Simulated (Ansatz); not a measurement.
Calculated ⁶³Cu nuclear quadrupole resonance for Al2Cu at a changed volume

Cell: an entry of the Crystallography Open Database (COD), relaxed with PBE at fixed cell and then changed (volume scaled by 1.02, ions relaxed).

```cif
data_Al2Cu
_symmetry_space_group_name_H-M 'I4/mcm'
_symmetry_Int_Tables_number 140
_cell_length_a 6.1072
_cell_length_b 6.1072
_cell_length_c 4.9093
_cell_angle_alpha 90.000
_cell_angle_beta 90.000
_cell_angle_gamma 90.000
loop_
_atom_site_label
_atom_site_type_symbol
_atom_site_symmetry_multiplicity
_atom_site_Wyckoff_symbol
_atom_site_fract_x
_atom_site_fract_y
_atom_site_fract_z
Al Al 8 h 0.1581 0.6581 0.5000
Cu Cu 4 a 0.0000 0.0000 0.7500
```

One atom of each set is listed; the run and its k-mesh use a cell of 6 atoms with edges of 4.97, 4.97, 4.97 Å.

The numbers come from a DFT calculation in Ansatz (PBE, plane waves and PAW, scalar-relativistic, 420 eV cutoff, Γ-centred 12×12×12 k-points, Fermi–Dirac smearing 0.05 eV).

⁶³Cu: I = 3/2, Q = -220.0 mb (year-2017 value). Static lattice, zero field.

Problem. Predict the zero-field ⁶³Cu lines of each site.

Solution. For I = 3/2 there is one line, ν = (|C_Q|/2)(1 + η²/3)^½.

```json
{"site": "Cu", "atoms": "2", "V_zz (10²¹ V/m²)": "-2.73", "C_Q (MHz)": "14.5", "η": "0.00", "line frequencies (MHz)": "7.26"}
```

Problem. And for 65Cu (I = 3/2, Q = -204.0 mb) on Cu?

Solution. C_Q scales with Q to 13.5 MHz, with lines at 6.73 MHz.

An axis of threefold or higher order runs through Cu, so V_zz lies along it and η is zero.

The run finds no gap above 0.1 eV (a metal, or nearly one), so the gradients can move by 10 % or more with the k-mesh.

The relaxation (2 steps) took 31 s of wall time (30 s of CPU time) and 0.76 GiB at its peak, on 1 thread of Intel Xeon Platinum 8488C (Sapphire Rapids) (x86_64; 16 cores open to the job, memory cap 3.0 GiB, no GPU), a shared host with a load of 0.3 a core.
